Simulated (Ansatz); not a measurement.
The relaxed structure here is a generated cell of P: the first start was made by placing the elements on the sites of a structure type, and the end was not matched to a known phase here, so it may be hypothetical. Known forms of P include space group No. 64.

A relaxed cell of P (Pm-3m (No. 221)), relaxed on a k-mesh at least as fine as the one used below. All values below come from PBEsol (plane waves to 420 eV, PAW, scalar-relativistic; Ansatz, a quantum-chemistry and plane-wave program). Γ-centred k-mesh 13×13×13 on the run's cell (coarser than for final values), Fermi–Dirac smearing 0.05 eV.

```
P
1.0
    4.84139     0.00000     0.00000
    2.42070     2.42070     0.00000
    2.42070     0.00000     2.42070
P
2
Direct
  0.75000   0.50000   0.50000
  0.25000   0.50000   0.50000
```

The atoms are displaced along an unstable phonon of this cell by (Å):

| atom | ux | uy | uz |
|---|---|---|---|
| P1 | 0.000 | 0.000 | 0.150 |
| P2 | 0.000 | 0.000 | -0.150 |

Q: What forces (eV/Å) and pressure result?

A: 
```tsv
atom	Fx	Fy	Fz
P1	0.00	0.00	-1.44
P2	0.00	0.00	1.44
```

Pressure +7.8 GPa.

Q: Estimate the energy cost of the displacement in the harmonic approximation and compare with the calculation.

A: For a harmonic well ΔE = −½ Σ F·u = 0.216 eV a cell, or 108 meV/atom. The calculated energy relative to the undisplaced cell is +0.04 eV/atom, so anharmonic terms matter at this amplitude.

The undisplaced cell is probably no minimum: from this displacement the run went on to I4/mmm (No. 139), 0.02 eV/atom below it.

No spin polarisation in the result. The relaxed primitive cell holds an odd number of electrons. A magnetic state may lie lower.
